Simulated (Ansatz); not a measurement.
# Sb₂Se₃: do the settings matter for the field gradients?

Cell: a COD entry, atoms as given.

```
CELL_PARAMETERS angstrom
11.68000 0.00000 0.00000
0.00000 3.98000 0.00000
0.00000 0.00000 11.58000
ATOMIC_POSITIONS crystal
Sb 0.03050 0.25000 0.32800
Sb 0.46950 0.75000 0.82800
Sb 0.53050 0.25000 0.17200
Sb 0.96950 0.75000 0.67200
Sb 0.35220 0.25000 0.53970
Sb 0.14780 0.75000 0.03970
Sb 0.85220 0.25000 0.96030
Sb 0.64780 0.75000 0.46030
Se 0.21320 0.25000 0.19350
Se 0.28680 0.75000 0.69350
Se 0.71320 0.25000 0.30650
Se 0.78680 0.75000 0.80650
Se 0.86980 0.25000 0.55660
Se 0.63020 0.75000 0.05660
Se 0.36980 0.25000 0.94340
Se 0.13020 0.75000 0.44340
Se 0.05340 0.25000 0.87320
Se 0.44660 0.75000 0.37320
Se 0.55340 0.25000 0.62680
Se 0.94660 0.75000 0.12680
```

Atom numbers follow the list; atoms alike are taken as one site, whose name carries the number of the first.

Reference run. Computed with Ansatz: DFT, PBE, plane waves and PAW, scalar-relativistic, 420 eV cutoff, Γ-centred 3×7×3 k-points, Fermi–Dirac smearing 0.02 eV.

**Question.** The input is changed as follows: `scf.occupations.method`: fermi_dirac → gaussian; `scf.occupations.width`: 0.02 → 0.2; `scf.mixing.preconditioner`: not typed → none; `crystal.symmetry`: not typed → {detect: false}. What happens to V_zz (10²¹ V/m²) and η?

**Answer.** 

```csv
site,atom,V_zz reference,η reference,V_zz changed,η changed
Sb1,1,-13.34,0.36,-13.34,0.36
Sb5,5,-18.51,0.00,-18.50,0.00
Se9,9,9.06,0.75,9.06,0.75
Se13,13,-28.6,0.28,-28.6,0.28
Se17,17,16.34,0.79,16.34,0.79
```

No V_zz moves by more than 0.01. SCF iterations: 8 and 11. In the changed run the smearing of 0.20 eV is wide against a gap of 1.0 eV, yet the gradients stay close to the reference.

On the reference run: At this cell the principal stresses reach 5 GPa in size with PBE, which can matter for small gradients. The largest force is 0.6 eV/Å, so the atoms aren't at the calculated equilibrium and relaxing them would move these values. Without spin–orbit coupling (the program notes it for Sb) the gradients can shift somewhat, as the gap is small. With these PAW files V_zz is typically within 2 to 3 % of all-electron values, but misses above 10 % occur on Sb.
